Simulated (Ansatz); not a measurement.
Trial structure of Rb6CuAs3, not yet relaxed:

```
CELL_PARAMETERS angstrom
7.31098 0.00000 0.00000
0.00000 7.31098 0.00000
0.00000 0.00000 7.31098
ATOMIC_POSITIONS crystal
Rb 0.71265 0.00000 0.00000
Rb 0.28735 0.00000 0.00000
Rb 0.00000 0.71265 0.00000
Rb 0.00000 0.28735 0.00000
Rb 0.00000 0.00000 0.71265
Rb 0.00000 0.00000 0.28735
Cu 0.50000 0.50000 0.50000
As 0.00000 0.50000 0.50000
As 0.50000 0.00000 0.50000
As 0.50000 0.50000 0.00000
```

Level of theory: Ansatz 0.2.0, DFT PBE, scalar-relativistic, plane waves, PAW. Plane waves to 420 eV, a k mesh through Γ of 4×4×4 on the computed 10-atom cell and Gaussian smearing (0.10 eV); no spin polarisation.

Formation energies are uncorrected and refer to the elements' standard structures at the same level.

Task: How far from equilibrium is it?

Result: The pressure is 1.5 GPa (it wants to expand), the largest force is 3.03 eV/Å, and the energy is +1.19 eV/atom against the elements. The shortest distance is 2.97 Å.

Task: How much does it gain on relaxing, and where does it end?

Result: Relaxing gains about 0.19 eV/atom (the start's value is from the coarse mesh, so the gain is rough) in 9 ionic steps and ends at +1.00 eV/atom on the finer mesh. The symmetry stays Pm-3m (No. 221). The volume per atom grows by 17.1 %, from 39.1 to 45.8 Å³. The shortest distance goes from 2.97 Å (Rb–Rb) to 2.85 Å (Rb–Rb). Conventional cell: a = 7.706 Å. Rb is surrounded by 1 Rb at 2.85 Å, 4 Rb at 3.44 Å and 4 As at 4.11 Å; Cu is surrounded by 6 As at 3.85 Å (long against the sum of covalent radii); around As lie 2 Cu at 3.85 Å and 8 Rb at 4.11 Å.

The last run used a 6×6×6 mesh for its 10-atom cell and Gaussian smearing of 0.10 eV. Cu stands nearly free of neighbours here, and without spin polarisation the energy of such atoms comes out too high. The cell is a metal run without spin; a magnetic state may lie lower. The reference form of As is held partly by dispersion forces, which this level lacks. The relaxation can't lower the symmetry of the start. A structure relaxed within its symmetry needn't be a true minimum.
